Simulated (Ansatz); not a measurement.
Property card for AlSi₂N

AlSi₂N:
Space group R3m, hexagonal axes (No. 160); a = b = 2.8342 Å, c = 23.0585 Å, α = β = 90.00°, γ = 120.00°

```tsv
atom	site	symmetry	x	y	z
Al	3a	3m	0.0000	0.0000	0.0337
N	3a	3m	0.0000	0.0000	0.1272
Si	3a	3m	0.0000	0.0000	0.4935
Si	3a	3m	0.0000	0.0000	0.5957
```
(The calculation used a cell of 4 atoms; values per cell refer to that cell.)

Space group R3m (No. 160); conventional cell a = b = 2.8342 Å, c = 23.0585 Å, α = β = 90.00°, γ = 120.00°.

Method: DFT-PBE in the program Ansatz with PAW potentials. Geometry: relaxed at this level of theory. Other levels are named where they apply.

Cell and energy:

* **Volume per atom**: 13.37 Å³
* **Density**: 3.02 g/cm³
* **Formation energy from the elements (no fitted shifts)**: -0.15 eV/atom

Electronic structure:

- Electronic character: metallic (no gap)
- Density of states at the Fermi level: 0.24 states/eV per atom (mean over ±0.08 eV)

The start of the workflow was typed in or built on a structure type; neither database checked (COD, Materials Project) lists it. Whether it is the stable phase at ambient conditions was not checked. Symmetry was held in the PBE relaxation; its stability against distortions is not shown here. The references are the lowest solids computed at this level, not always the standard phases (solids in place of the gases).

Potentials: the earlier of the program's two PAW sets.
